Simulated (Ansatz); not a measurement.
## PtSe₂, first-principles data

PtSe₂:
```
CELL_PARAMETERS angstrom
      1.79958     1.03899     5.20423
     -1.79958     1.03899     5.20423
      0.00000    -2.07798     5.20423
ATOMIC_POSITIONS crystal
  Pt 0.00117 0.00117 0.00117
  Se 0.75986 0.75986 0.75986
  Se 0.57227 0.57227 0.57227
```

Space group R3m (No. 160); conventional cell a = 3.5992 Å, b = 3.5992 Å, c = 15.6127 Å, α = 90.00°, β = 90.00°, γ = 120.00°.

Method: DFT-LDA in the program Ansatz with PAW potentials. Structure relaxed to zero pressure with the same functional. Other levels are named where they apply.

### Cell and energy

```yaml
volume_per_atom: 19.46 Å³
density: 10.04 g/cm³
Formation energy from the elements (no fitted shifts): -0.024 eV/atom
```

### Electronic structure

```yaml
electronic_character: metallic (no gap)
Density of states at the Fermi level: 0.61 states/eV per atom (mean over ±0.08 eV)
```

### Phonons

```yaml
highest_zone_centre_frequency: 182 cm^-1
zone_centre_stability: no imaginary mode at Γ
```

The cell is a constructed one: a structure type filled with these elements; neither database checked (COD, Materials Project) lists it. COD files the formula under space group No. 164, so this cell is another polymorph or a model. Its standing as an ambient phase is unchecked. The cell was relaxed with LDA under the symmetry of its start. The run is not spin-polarised. A crystal of weakly bound layers computed without a dispersion correction: the cell and the soft elastic constants depend strongly on that. As this level gives no gap, phonon frequencies hold no LO–TO term and depend on the k-mesh and smearing (Fermi–Dirac, 0.1 eV here). The references are the lowest solids computed at this level, not always the standard phases. Spin–orbit coupling is left out wherever it is not named.

Potentials: the earlier of the program's two PAW sets.
